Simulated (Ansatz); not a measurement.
Here is the system:

BeS:
```xyz
6
Lattice="3.4233 0.0000 0.0000 -1.7117 2.9647 0.0000 0.0000 0.0000 7.7460" Properties=species:S:1:pos:R:3 pbc="T T T"
Be    -0.8558     1.4823     2.5820
Be     0.8558     1.4823     5.1640
Be     1.7117     0.0000     0.0000
S     -0.8558     1.4823     6.4550
S      0.8558     1.4823     1.2910
S      1.7117     0.0000     3.8730
```

This is the PBEsol-relaxed structure.

Question: All from PBEsol in the plane-wave PAW code Ansatz, unless another level is named. Give the electronic dielectric constant ε∞ (DFPT).

Answer: 6.88 (xx = yy), 7.50 (zz).

Question: Give the static dielectric constant ε0 (ions relaxed, cell fixed).

Answer: 11.1 (xx = yy), 11.4 (zz).

Question: Give the Born charges (a third of the trace).

Answer: Be +1.87, S -1.87 e.

Space group P6_422. The start of the workflow was typed in or built on a structure type; neither database checked (COD, Materials Project) lists it. COD files the formula under space group No. 216. Whether it is the stable phase at ambient conditions was not checked. The cell was relaxed with PBEsol under the symmetry of its start; its stability against distortions is not shown here.

Potentials: the earlier of the program's two PAW sets. The files were generated under PBE; for other functionals the program regenerates the frozen cores, and for LDA and PBEsol the local potential too.
